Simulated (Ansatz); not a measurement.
Input file for Ansatz (a first-principles code):

Ansatz 0.2 input:
```yaml
crystal:
  lattice:
    - [-2.1943356191, 2.1943356191, 6.7826542911]
    - [2.1943356191, -2.1943356191, 6.7826542911]
    - [2.1943356191, 2.1943356191, -6.7826542911]
  atoms:
    - { symbol: Y, position: [0.0116493339, 0.0116493339, 0.0] }
    - { symbol: O, position: [0.4924239678, 0.9924239678, 0.5] }
    - { symbol: O, position: [0.9924239678, 0.4924239678, 0.5] }
    - { symbol: O, position: [0.1722924666, 0.1722924666, 0.0] }
    - { symbol: H, position: [0.8311297838, 0.8311297838, 0.0] }
    - { symbol: Ba, position: [0.3634495338, 0.3634495338, 0.0] }
    - { symbol: Ba, position: [0.6366309464, 0.6366309464, 0.0] }
kpoints:
  mp_grid: { grid: [7, 7, 7] }
  band_path:
    path:
      - [[0.0, 0.0, 0.0], [0.0, 0.0, 0.5], [0.25, 0.25, 0.25], [0.0, 0.5, 0.0], [0.0, 0.0, 0.0], [0.5, 0.5, -0.5], [0.2761665672, 0.7238334328, -0.2761665672]]  # Γ-X-P-N-Γ-M-S
      - [[-0.2761665672, 0.2761665672, 0.2761665672], [0.0, 0.0, 0.0]]  # S_0-Γ
      - [[0.0, 0.0, 0.5], [-0.0523331343, 0.0523331343, 0.5]]  # X-R
      - [[0.5, 0.5, -0.0523331343], [0.5, 0.5, -0.5]]  # G-M
      - [VBM, CBM]
    npoints: 8
hamiltonian:
  xc: r2scan
  pseudopotentials: { azcp: { folder: ./paw }, kind: paw_fr }
magnetization: { noncollinear: true, spin_orbit: true }
scf:
  n_extra_bands: 14
  convergence: { dr2_threshold: 0.0000000001 }
  occupations: { method: gaussian, width: 0.01 }
checkpoint: { write: soc.run }
output: { eigenvalues: true }
```

Output (shortened):

```
basis.fft_grid_basis auto: the FFT boxes are laid along the combinations [[1, 0, 1], [0, 1, 1], [0, 0, 1]] of the cell's own vectors, 4.389, 4.389 and 7.459 Å …
Pseudopotentials: kind: paw_fr
Pseudopotential: Y, paw, valence charge 11
Pseudopotential: O, paw, valence charge 6
Pseudopotential: H, paw, valence charge 1
Pseudopotential: Ba, paw, valence charge 10
Functional definition: r2SCAN
non-collinear run that drives no moment, with spin-orbit …
Crystal: 7 atoms, lattice volume = 130.637 Å³
Basis set: ecut = 500 eV, 3293 PW (Γ), FFT grids on a1+a3, a2+a3, a3, exchange–correlation on 144×144×240 points (64 copies of the dense FFT grid, shifted against one another)
Bands: 64, of which v1, the nominal top of the filled ones, is band 50 counted from 1 (49 counted from 0)
Symmetry: 8 space group operations + 8 with time reversal
k-points: 40 of 343 (time reversal used)
Projection manifold: j_resolved (fully-relativistic pseudo-atomic orbitals)
PAW frozen core: Y, regenerated for the run's functional
PAW frozen core: O, regenerated for the run's functional
PAW frozen core: Ba, regenerated for the run's functional
Initial density: superposition of atomic densities (chi_scale 0.1, normalization cell, long waves kept (reshape's long-wave potential 0.20 eV rms))
Initial wavefunctions: pseudopotential atomic-orbital guess
Eigensolver: davidson
Functional: x = r2scan, c = r2scan; τ floored in thin density (d = 2e-4 eV/Å³)
SCF iter   1: F=—  HF=-17490.499166 eV  |F-HF|=—  |Δ(HF+E_count)|=         —  Δρ=7.12e-2  dr2=5.90e0  dr2_τ=2.00e-2  dr2_m=0.00e0 (ungated)  ethr=3.10e-3  |M|=0.00e0 ∫|m|=0.00e0 μB  |m|>n=0.0e0 m-floor=0.0e0 τ_xc=0.0e0  β_m=0.30  ⟨swp⟩=8.4  Hψ=13598  notcnv=0  defer=41
all-band conjugate gradients solve this SCF's bands
preconditioner: auto → Resta (q_TF=auto, 2.325 Å⁻¹)
spin=Noncollinear: Resta preconditioning applied to the charge; magnetization (m_x, m_y, m_z) channels mix plain (no charge-response kernel on spin).
SCF iter   2: F=—  HF=-17490.081811 eV  |F-HF|=—  |Δ(HF+E_count)|=   4.17e-1  Δρ=3.01e-2  dr2=1.32e0  dr2_τ=2.21e-2  dr2_m=0.00e0 (ungated)  ethr=3.10e-3  |M|=0.00e0 ∫|m|=0.00e0 μB  |m|>n=0.0e0 m-floor=0.0e0 τ_xc=0.0e0  β_m=0.37  ⟨swp⟩=2.2  Hψ=4463  notcnv=0  defer=374
SCF iter   3: F=—  HF=-17490.110142 eV  |F-HF|=—  |Δ(HF+E_count)|=   2.83e-2  Δρ=1.70e-2  dr2=4.59e-1  dr2_τ=4.53e-3  dr2_m=0.00e0 (ungated)  ethr=2.65e-3  |M|=0.00e0 ∫|m|=0.00e0 μB  |m|>n=0.0e0 m-floor=0.0e0 τ_xc=0.0e0  β_m=0.59  ⟨swp⟩=2.0  Hψ=3171  notcnv=0  defer=378
SCF iter   4: F=—  HF=-17490.212322 eV  |F-HF|=—  |Δ(HF+E_count)|=   1.02e-1  Δρ=4.68e-3  dr2=2.65e-2  dr2_τ=7.15e-4  dr2_m=0.00e0 (ungated)  ethr=9.19e-4  |M|=0.00e0 ∫|m|=0.00e0 μB  |m|>n=0.0e0 m-floor=0.0e0 τ_xc=0.0e0  β_m=0.61  ⟨swp⟩=3.6  Hψ=4291  notcnv=0  defer=378
SCF iter   5: F=—  HF=-17490.214274 eV  |F-HF|=—  |Δ(HF+E_count)|=   1.95e-3  Δρ=2.20e-3  dr2=5.97e-3  dr2_τ=1.39e-4  dr2_m=0.00e0 (ungated)  ethr=5.29e-5  |M|=0.00e0 ∫|m|=0.00e0 μB  |m|>n=0.0e0 m-floor=0.0e0 τ_xc=0.0e0  β_m=0.68  ⟨swp⟩=2.1  Hψ=4530  notcnv=0  defer=376
SCF iter   6: F=—  HF=-17490.215503 eV  |F-HF|=—  |Δ(HF+E_count)|=   1.23e-3  Δρ=4.79e-4  dr2=3.25e-4  dr2_τ=4.37e-6  dr2_m=0.00e0 (ungated)  ethr=1.19e-5  |M|=0.00e0 ∫|m|=0.00e0 μB  |m|>n=0.0e0 m-floor=0.0e0 τ_xc=0.0e0  β_m=0.83  ⟨swp⟩=2.5  Hψ=3228  notcnv=0  defer=376
SCF iter   7: F=—  HF=-17490.215653 eV  |F-HF|=—  |Δ(HF+E_count)|=   1.51e-4  Δρ=8.86e-5  dr2=1.34e-5  dr2_τ=2.21e-7  dr2_m=0.00e0 (ungated)  ethr=6.50e-7  |M|=0.00e0 ∫|m|=0.00e0 μB  |m|>n=0.0e0 m-floor=0.0e0 τ_xc=0.0e0  β_m=0.92  ⟨swp⟩=2.2  Hψ=3685  notcnv=0  defer=376
SCF iter   8: F=—  HF=-17490.215664 eV  |F-HF|=—  |Δ(HF+E_count)|=   1.09e-5  Δρ=1.26e-5  dr2=2.25e-7  dr2_τ=8.63e-9  dr2_m=0.00e0 (ungated)  ethr=2.68e-8  |M|=0.00e0 ∫|m|=0.00e0 μB  |m|>n=0.0e0 m-floor=0.0e0 τ_xc=0.0e0  β_m=0.94  ⟨swp⟩=2.0  Hψ=3442  notcnv=0  defer=376
SCF iter  11: F=-17490.215689 eV  HF=-17490.215689 eV  |F-HF|=3.64e-12  |Δ(HF+E_count)|=  1.82e-10  Δρ=9.64e-8  dr2=1.03e-11  dr2_τ=1.94e-13  dr2_m=0.00e0 (ungated)  ethr=1.00e-12  |M|=0.00e0 ∫|m|=0.00e0 μB  |m|>n=0.0e0 m-floor=0.0e0 τ_xc=0.0e0  ⟨swp⟩=12.4  Hψ=11768  notcnv=0
SCF 1 converged in 11 iterations: F = -17490.215689 eV  dr2 = 1.03e-11
NSCF: frozen V_eff on 30 k-points
NSCF: frozen V_eff on 30 k-points
NSCF: frozen V_eff on 30 k-points
NSCF: frozen V_eff on 30 k-points
NSCF: frozen V_eff on 3 k-points
NSCF: frozen V_eff on 4 k-points
NSCF: frozen V_eff on 26 k-points
NSCF: frozen V_eff on 14 k-points
NSCF: frozen V_eff on 20 k-points
NSCF: frozen V_eff on 12 k-points
NSCF: frozen V_eff on 22 k-points
NSCF: frozen V_eff on 8 k-points
NSCF: frozen V_eff on 5 k-points
NSCF: frozen V_eff on 9 k-points
NSCF: frozen V_eff on 5 k-points
NSCF: frozen V_eff on 85 k-points
SCF converged after 11 iterations
Magnetization: |M| = 0.0000 μB,  M = (+0.0000, +0.0000, +0.0000) μB
Absolute magnetization: 0.0000 μB (∫|m|)
  site 0: m = (+0.0000, +0.0000, +0.0000) μB, |m| = 0.0000 μB  (R = 0.90 Å)
  site 1: m = (+0.0000, +0.0000, +0.0000) μB, |m| = 0.0000 μB  (R = 0.91 Å)
  site 2: m = (+0.0000, +0.0000, +0.0000) μB, |m| = 0.0000 μB  (R = 0.91 Å)
  site 3: m = (+0.0000, +0.0000, +0.0000) μB, |m| = 0.0000 μB  (R = 0.90 Å)
  site 4: m = (+0.0000, +0.0000, +0.0000) μB, |m| = 0.0000 μB  (R = 1.01 Å)
  site 5: m = (+0.0000, +0.0000, +0.0000) μB, |m| = 0.0000 μB  (R = 1.07 Å)
  site 6: m = (+0.0000, +0.0000, +0.0000) μB, |m| = 0.0000 μB  (R = 1.09 Å)
Free energy (F): -17490.215689 eV
Harris-Foulkes:  -17490.215689 eV  (|F-HF|=3.64e-12)
Internal energy: -17490.215689 eV  (E = F + TS)
E sigma→0 (E₀):  -17490.215689 eV
Fermi energy:    9.067706 eV
--- Per-component energies (eV) ---
  E_band       = -207.794915
  E_kinetic    = 1163.381248
  E_local      = -2821.557128  (includes V_loc(G=0)·N_el)
  E_nonlocal   = 363.237800
  E_hartree    = 1063.564749
  E_xc         = -769.708763
  E_vxc        = -836.754973  (∫ρ·V_xc dr)
  E_paw        = -13741.486724  (= ΣΔE_a)
  E_vpaw       = -250.681507  (= ΣTr[D̂ρ^β])
  E_aug_tail   = 0.000766  (compensation charges beyond the density's cutoff)
  E_vtau       = 47.449355  (kinetic-family band-sum trace: ∫τ·v_τ [+ j·A + Jᵃ·Aᵃ] dr)
  E_ewald      = -2747.538059
  E_core_change = -0.109578  (= ΣΔE_core)
  E_smearing   =  0.000000  (= −TS)
  E_closure    =  0.000000  (closes the sum)
  Σ components = -17490.215689   (vs F -17490.215689, Δ=0.00e0)
  [band-id]    e_kinetic+e_local+e_nonlocal+2·e_hartree+e_vxc+e_vpaw+e_augmentation_tail+e_vtau = -207.794942   (vs E_band -207.794915, Δ=-2.71e-5)
--- Band table (eV; the first three rows and the last of 40) ---
  k-point 0: bands = ["-33.2762", "-33.2762", "-19.5857", "-19.5857", "-19.0276", "-19.0276", "-13.8823", "-13.8823", "-12.6286", "-12.6286", "-12.4493", "-12.4493", "-9.7438", "-9.7438", "-9.5174", "-9.5174", "-8.5966", "-8.5966", "-5.7090", "-5.7090", "-5.1322", "-5.1322", "-3.7529", "-3.7529", "-3.7017", "-3.7017", "-3.2572", "-3.2572", "-3.0041", "-3.0041", "5.0214", "5.0214", "5.6209", "5.6209", "5.6579", "5.6579", "5.7433", "5.7433", "6.0637", "6.0637", "6.4883", "6.4883", "6.5531", "6.5531", "6.5773", "6.5773", "6.8563", "6.8563", "6.9466", "6.9466", "11.8789", "11.8789", "11.9292", "11.9292", "12.1084", "12.1084", "12.6570", "12.6570", "12.7065", "12.7065", "12.7742", "12.7742", "13.0170", "13.0170"]
  k-point 1: bands = ["-33.2741", "-33.2741", "-19.5770", "-19.5768", "-19.0195", "-19.0194", "-13.9783", "-13.9274", "-12.7570", "-12.6942", "-12.6420", "-12.6156", "-9.4830", "-9.4349", "-9.2521", "-9.2464", "-8.6141", "-8.6132", "-5.7422", "-5.7104", "-5.1935", "-5.1018", "-3.8240", "-3.8065", "-3.7115", "-3.6960", "-3.2635", "-3.2575", "-3.0524", "-2.9915", "5.0778", "5.1126", "5.4576", "5.4998", "5.5335", "5.5382", "5.7650", "5.7670", "5.8434", "5.8522", "6.2448", "6.2927", "6.4064", "6.4610", "6.5250", "6.5345", "6.5997", "6.5997", "6.9392", "6.9625", "11.7770", "11.7842", "12.1545", "12.1554", "12.4227", "12.4375", "12.7466", "12.7932", "12.8071", "12.8081", "13.2114", "13.2796", "13.4124", "13.4125"]
  k-point 2: bands = ["-33.2692", "-33.2692", "-19.5561", "-19.5560", "-19.0003", "-19.0002", "-14.1434", "-14.0943", "-13.0350", "-13.0343", "-12.8408", "-12.7579", "-8.9161", "-8.8937", "-8.7088", "-8.6927", "-8.5857", "-8.5844", "-5.8157", "-5.7808", "-5.2156", "-5.1166", "-3.9449", "-3.9322", "-3.7915", "-3.7708", "-3.2973", "-3.2726", "-3.0931", "-3.0461", "4.9193", "4.9226", "5.1182", "5.1303", "5.2333", "5.2374", "5.4179", "5.4343", "5.8533", "5.8579", "5.8587", "5.9070", "6.3653", "6.3669", "6.4530", "6.4781", "6.5413", "6.5448", "6.8380", "6.8687", "11.7056", "11.7235", "11.8206", "11.8260", "13.0066", "13.0170", "13.5345", "13.5701", "13.6687", "13.6690", "13.8951", "13.9110", "14.1720", "14.1826"]
  k-point 39: bands = ["-33.2751", "-33.2751", "-19.5764", "-19.5761", "-19.0309", "-19.0307", "-13.9330", "-13.8979", "-12.7253", "-12.6449", "-12.5318", "-12.5082", "-9.7071", "-9.7042", "-9.3164", "-9.3141", "-8.5876", "-8.5707", "-5.7234", "-5.7009", "-5.1817", "-5.1040", "-3.7551", "-3.7280", "-3.7201", "-3.7182", "-3.2639", "-3.2488", "-3.0846", "-3.0032", "4.7915", "4.7976", "5.4759", "5.4899", "5.5372", "5.5464", "5.7124", "5.7146", "6.1845", "6.2063", "6.4678", "6.4910", "6.5234", "6.5366", "6.6002", "6.6146", "6.8211", "6.8324", "6.8773", "6.9237", "11.3114", "11.3150", "12.1379", "12.1545", "12.2815", "12.2974", "12.6073", "12.6410", "12.9031", "12.9347", "13.4677", "13.4882", "13.8354", "13.8354"]
  band table: 64 of 64 bands, residual norms ≤ 1.0e-3 eV
```

Cost: very roughly 14 core-minutes on shared cores.

Space group I4mm. The start of the workflow was typed in or built on a structure type; neither database checked (COD, Materials Project) lists it. Its standing as an ambient phase is unchecked. The r²SCAN relaxation kept the symmetry of its start; whether a distortion lowers the energy is not shown. No spin polarisation was allowed.

Potentials: the earlier of the program's two PAW sets. The files were generated under PBE; for other functionals the program regenerates the frozen cores, and for LDA and PBEsol the local potential too.

Ansatz is a plane-wave DFT program.
